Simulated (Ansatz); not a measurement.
SrP2Pd2:
```xyz
5
Lattice="-2.1001 2.1001 4.8534 2.1001 -2.1001 4.8534 2.1001 2.1001 -4.8534" Properties=species:S:1:pos:R:3 pbc="T T T"
P      0.0000     0.0000     3.7348
P      0.0000     0.0000     5.9721
Pd     0.0000     2.1001     2.4267
Pd     2.1001     0.0000     2.4267
Sr     0.0000     0.0000     0.0000
```

Relaxed with PBEsol.

### Question
Give the Bader charges and basin volumes of the independent atoms, PBEsol (plane waves, PAW; program Ansatz).

### Answer


```tsv
atom	Bader charge (e)	Bader volume (Å³)
P1	-0.39	17.0
Pd3	-0.27	17.5
Sr5	+1.31	16.5
```

Space group I4/mmm. The workflow started from an entry of the Crystallography Open Database (COD). Its standing as an ambient phase is unchecked. The PBEsol relaxation kept the symmetry of its start; its stability against distortions is not shown here. The run is not spin-polarised.

Potentials: the later of the program's two PAW sets.
